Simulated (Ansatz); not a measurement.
Ba2N (space group R-3m)

```yaml
crystal:
  lattice:
    - [1.96209, 1.13281, 7.48910]
    - [-1.96209, 1.13281, 7.48910]
    - [0.00000, -2.26563, 7.48910]
  atoms:
    - { symbol: Ba, position: [0.73246, 0.73246, 0.73246] }
    - { symbol: Ba, position: [0.26754, 0.26754, 0.26754] }
    - { symbol: N, position: [0.00000, 0.00000, 0.00000] }
```

The slice is a (0001) plane (indices of the conventional cell) through the point (0.733, 0.733, 0.733) (fractional), spanned by u = [1 0 -1] and v = [-1 2 -1] in vectors of this cell: u (3.92 Å) and v (6.80 Å, at 90° to u). It covers one period; positions are fractions (u, v).

Calculation: PBEsol (plane waves to 420 eV, PAW, scalar-relativistic; Ansatz, an electronic-structure program). k mesh 14×14×14. Inside the PAW spheres the values are not all-electron values, and peaks at nuclei hang on which shells count as valence. Ba2N was relaxed with its symmetry unable to fall.

### Question
Predict the map of the electron localisation function (ELF) on the slice.

### Answer
```
|xx7996200026997x|
|x699961000169996|
|9999740000047999|
|8887410000014788|
|5542100000001245|
|1110000000000011|
|1100000000000001|
|2210001232100012|
|3310025787520013|
|3210268999862012|
|2101589999985101|
|11137986x6897311|
|0015896xxx698510|
|001699xxxxx99610|
|0026997xxx799620|
|00169996x6999610|
|0004799999997400|
|0001478888874100|
|0000124555421000|
|0000001111100000|
|0000000111000000|
|3210001222100012|
|8752001333100257|
|9986201232102689|
|9998510121015899|
|x689731111137986|
|xx6985100015896x|
|xxx99610001699xx|
```
Scale: ten equal steps from 0.02 (start of '0') to 0.89 (end of '9'), in the order '0123456789'. Values: electron localisation function (ELF). The map has 16 points along u (one character each, u = 0 at the left) and 28 along v (v = 0 in the bottom row). Points within 0.5 Å of a nucleus are blanked (x), as the pseudised field means little there.
